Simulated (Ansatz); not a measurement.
## zincblende-structured YbN

Computed with Ansatz (plane waves, PAW, 420 eV cutoff): PBE+U (U_eff = 6 eV on Yb 4f), scalar-relativistic, collinear spin, 6×6×6 k-mesh, Gaussian smearing of 0.05 eV; PAW files: Ansatz's generated set soft_2.

```
Yb N
1.0
     0.00000    2.58118    2.58118
     2.58118    0.00000    2.58118
     2.58118    2.58118    0.00000
Yb N
1 1
Direct
  0.00000 0.00000 0.00000
  0.25000 0.25000 0.25000
```

The start was a prototype's sites filled with these elements. The Crystallography Open Database lists the compound in space group Fm-3m (rock salt), so this is a trial structure.

Starting moments: Yb 1.1 μB on each such atom, all parallel.

Two runs on this cell, alike but for how the open shells were started and searched, both converged. The ends of their outputs, energies left out:

Run A:

```
Magnetization: 1.0000 μB (15.0000 up, 14.0000 down)
Absolute magnetization: 1.0186 μB (∫|ρ↑−ρ↓|, with the PAW one-centre terms)
Per-site moments (μB) at R_I (Å): [(0.98078, 0.92209), (0.00750, 0.92209)]
Fermi energy:    12.198589 eV
--- Stress (GPa, compression-positive) ---
       -0.162784       0.000000       0.000000
        0.000000      -0.162784       0.000000
        0.000000       0.000000       0.233207
  P = ⅓ Tr σ = -0.0308 GPa (-0.308 kbar)
--- Löwdin populations: 2 sites ---
  site symbol       q [e]    m [muB]
     0     Yb     23.3338     0.9753
     1      N      5.5971     0.0176
--- Occupation matrices: 1 shell (run DFT+U table (all-electron-ortho-atomic); ε = 2.00e-2, under-converged) ---
  Yb0 f_4F up     Tr n = 6.9802  λ = 0.995 0.997 0.997 0.997 0.998 0.998 0.998  [7× z3 0.14 (T1 0.43) T1(0.43)]
  Yb0 f_4F dn     Tr n = 6.0122  λ = 0.028 0.995 0.998 0.998 0.998 0.998 0.998  [z(x2-y2) 1.00 (T1 1.00) T1(1.00) | 6× z3 0.17 (T2 0.50) T2(0.50)]
```

Run B:

```
Magnetization: 1.0000 μB (15.0000 up, 14.0000 down)
Absolute magnetization: 1.0377 μB (∫|ρ↑−ρ↓|, with the PAW one-centre terms)
Per-site moments (μB) at R_I (Å): [(0.45889, 0.92209), (0.47542, 0.92209)]
Entropy (-TS):   -0.003921 eV (-1.961 meV/atom)
Fermi energy:    11.097447 eV
--- Stress (GPa, compression-positive) ---
        5.811686       0.000000       0.000000
        0.000000       5.811686       0.000000
        0.000000       0.000000       5.811686
  P = ⅓ Tr σ = 5.8117 GPa (58.117 kbar)
--- Löwdin populations: 2 sites ---
  site symbol       q [e]    m [muB]
     0     Yb     23.5795     0.3793
     1      N      5.3929     0.6160
--- Occupation matrices: 1 shell (run DFT+U table (all-electron-ortho-atomic); ε = 2.56e-3) ---
  Yb0 f_4F up     Tr n = 6.9787  λ = 0.988 0.998 0.998 0.998 0.999 0.999 0.999  [xyz 1.00 (A1 1.00) A1(1.00) | 6× z3 0.17 (T1 0.50) T1(0.50)]
  Yb0 f_4F dn     Tr n = 6.5826  λ = 0.879 0.879 0.879 0.980 0.989 0.989 0.989  [3× z(x2-y2) 0.33 (T1 1.00) T1(1.00) | xyz 1.00 (A1 1.00) A1(1.00) | 3× z3 0.33 (T2 1.00) T2(1.00)]
```

Task: Which run ended in a state above the other, and by how much?

Result: Run B, by 426 meV/atom. The Hubbard penalty (U/2) Σ λ(1 − λ), summed over the shells' natural occupations, is 1.18 eV in it and 0.19 eV in the other, beside a total difference of 0.85 eV a cell: fractional occupations explain most of it. It is metallic, while the lower state has a gap of 1.21 eV.

Task: How was each started, and what does that suggest?

Result: The higher one: from atoms, symmetry kept, no search for lower states. The lower one: carried from the relaxation. That state was reached by 3 of 4 converged starts: carried from the relaxation; from atoms, default search; from atoms, wider search. Convergence alone doesn't show that the lowest state was found, so several starts are run and the lowest energy is kept. Here keeping the full symmetry without a search trapped the shell.

λ are the eigenvalues of the shell's occupation matrix; the brackets give the leading real orbital and the representation of each set, with weights.

Scalar-relativistic only: spin–orbit splittings of the heavy atoms' levels are missing. The order of the orbitals lowers the symmetry, along an axis that is one of several equivalent ones. Site moments are of spin, integrated over atomic spheres.

The cell was relaxed in the lower state; the higher one stands under stress here and would win part of the difference back by relaxing.
